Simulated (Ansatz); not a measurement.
A scan (energy against volume; even scaling of the relaxed cell, symmetry kept) gave these values. Level of theory: PBE (plane waves to 420 eV, PAW, scalar-relativistic; Ansatz, an electronic-structure program).

The bulk modulus B₀ (third-order Birch-Murnaghan fit) is 246 GPa and the pressure derivative B₀′ (fit) is 4.2. The equilibrium volume of the fit is 11.04 Å³/atom.

Task: Of these crystals, all scanned alike, which one is it?
(A) HfO₂ (fluorite)
(B) PbSe (rock salt)
(C) KTaO₃ (cubic perovskite)

Result: A, HfO₂ (fluorite). The others have, for the bulk modulus: PbSe 46.5 GPa, KTaO3 189 GPa

All were relaxed with their symmetry unable to fall. HfO2 is run without spin polarisation. KTaO3 is run without spin polarisation. Spin-orbit coupling is left out. The PAW data are Ansatz's earlier set. This is a high-temperature form of HfO2.

(A scan under strain: stresses follow from slopes of the energy per volume, elastic moduli from its curvatures.)
